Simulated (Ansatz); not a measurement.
Mo (bcc, W type)

```
Mo
1.0
   -3.16074     3.16074     3.16074
    1.58037    -1.58037     1.58037
    1.58037     1.58037    -1.58037
Mo
2
Cartesian
  0.00000   0.00000   0.00000
 -1.58037   1.58037   1.58037
```

In this cell atom 1 (Mo, nearest neighbour Mo at 2.737 Å; its periodic images, 2.7 Å or more away, move with it) is moved by u·(0.707, 0.707, 0.000) + v·(0.000, 0.000, 1.000); the rest is frozen.

Method: PBE (plane waves to 420 eV, PAW, scalar-relativistic; Ansatz, a quantum-chemistry and plane-wave program). k mesh 17×17×17 (Γ-centred), Fermi-Dirac smearing 0.05 eV. E stands for the smeared free energy. Points where atoms come too close for the PAW data are left out (x in tables, blank in figures). With partly filled bands, energies and forces of such displacements shift with the k mesh and the smearing. Mo is run without spin polarisation. Mo was relaxed with its symmetry unable to fall. The last digit holds for this mesh only.

Changes of ΔE (meV/cell) from the point u = 0.000 Å, v = 0.000 Å when one coordinate moves alone (two changes are said to add if the coupling is within 5 % of the smaller one, nearly so within 20 %):

| point | change |
|---|---|
| u = 0.000 Å, v = -0.680 Å | 1898.9 |
| u = 0.000 Å, v = -0.340 Å | 535.8 |
| u = -0.340 Å, v = 0.000 Å | 383.0 |
| u = 0.340 Å, v = 0.000 Å | 383.0 |
| u = 0.000 Å, v = 0.340 Å | 535.8 |
| u = 0.000 Å, v = 0.680 Å | 1898.9 |

Task: What is the change at u = 0.340 Å, v = -0.680 Å, where both move, and how far is it from the sum?

Result: The sum of the single changes is 383.0 + (1898.9) = 2281.9; the calculation gives 1455.8, so the coupling contributes -826.1 (over 20 % of the smaller single change, not additive).

Task: What is the change at u = -0.340 Å, v = 0.340 Å, where both move, and how far is it from the sum?

Result: The sum of the single changes is 383.0 + (535.8) = 918.8; the calculation gives 585.7, so the coupling contributes -333.1 (over 20 % of the smaller single change, not additive).

(For displaced atoms, the force is minus the slope of the energy, and its curvature is a force constant, which sets phonon frequencies.)
